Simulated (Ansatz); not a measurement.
The elements of this relaxed trial crystal are hidden behind letters.

```
lattice vectors (Å)
   3.5884    0.0000    0.0000
   0.0000    3.5884    0.0000
   0.0000    0.0000    5.0709
fractional positions
X 0.0000 0.0000 0.0000
Z 0.5000 0.5000 0.5000
Q 0.5000 0.0000 0.2645
Q 0.0000 0.5000 0.7355
Q 0.5000 0.0000 0.7355
Q 0.0000 0.5000 0.2645
```

All numbers below come from DFT PBE, scalar-relativistic, plane waves, PAW in Ansatz 0.2.0. Settings of the last relaxation (6-atom cell): 420 eV, 10×10×8 k points, Gaussian smearing of 0.10 eV, collinear spin.

| Quantity | Value |
| --- | --- |
| Space group | P4/mmm (No. 123) |
| Conventional cell | a = 3.588 Å, c = 5.071 Å |
| Volume per atom | 10.88 Å³ |
| Density | 4.55 g/cm³ |
| Energy over the elements | −2.26 eV/atom |
| Gap on the 10×10×8 mesh of the 6-atom cell | 0 eV (a metal) |
| Net moment per atom | 0.17 μB |

Energies are uncorrected and count from the elements' standard states at the same level.

Problem. X is an s-block element of period 2, Z is a d-block element of period 5 and Q is a p-block element of period 2. Which elements are they?

Solution. X = Li, Z = Mo, Q = F, so the formula is LiMoF4. Density times volume gives a mean mass of 4.55 × 10.88/1.6605 = 29.8 u per atom, and this set has 29.8 u. Around Li lie 8 F at 2.24 Å; Mo is surrounded by 8 F at 2.16 Å; around F lie 2 Mo at 2.16 Å, 2 Li at 2.24 Å, 1 F at 2.39 Å, 4 F at 2.54 Å and 1 F at 2.68 Å. Other sets within the hints have nearly the same mass, so mass alone doesn't settle it; this one was computed.

Another magnetic order may lie lower. Symmetry constrained the relaxation, so the result can be a saddle point.
